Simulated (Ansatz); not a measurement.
## Turning moments in Fe

System: Fe, a test cell of our own (not relaxed); the cell holds 1 atom.

```
Fe
1.0
    -1.45550    1.45550    1.45550
     1.45550   -1.45550    1.45550
     1.45550    1.45550   -1.45550
Fe
1
Direct
  0.00000 0.00000 0.00000
```

Site labels below count the atoms in this order, from 1.

Computed with DFT, PBE, fully relativistic PAW, plane waves, spin-orbit coupling (Ansatz development build ahead of 0.2.0).

| Setting | Value |
| --- | --- |
| Plane-wave cutoff | 871 eV |
| k-point mesh | 5×5×5 (Γ-centred) |
| Occupations | Gaussian smearing, 0.1 eV |

With one magnetic atom in the cell its copies can only be parallel; orders in a larger cell may lie lower.

The mesh is coarse, so energy differences (and at times their sign) aren't converged.

Spins are non-collinear; moments are vectors (x, y, z) in μB.

Default search: extra SCF cycles where an unstable direction or a doubtful shell filling shows. With a search on, the program may also reshape the start on open shells.

Only this run was made, so its end need not be the lowest state of the cell.

(1) Start Fe1 (0.00, 0.00, 2.20); default search for lower states. What happens?

## Answers

(1) It converges in 11 iterations: site vectors not recorded: net moment 2.11 μB, absolute moment 2.24 μB.
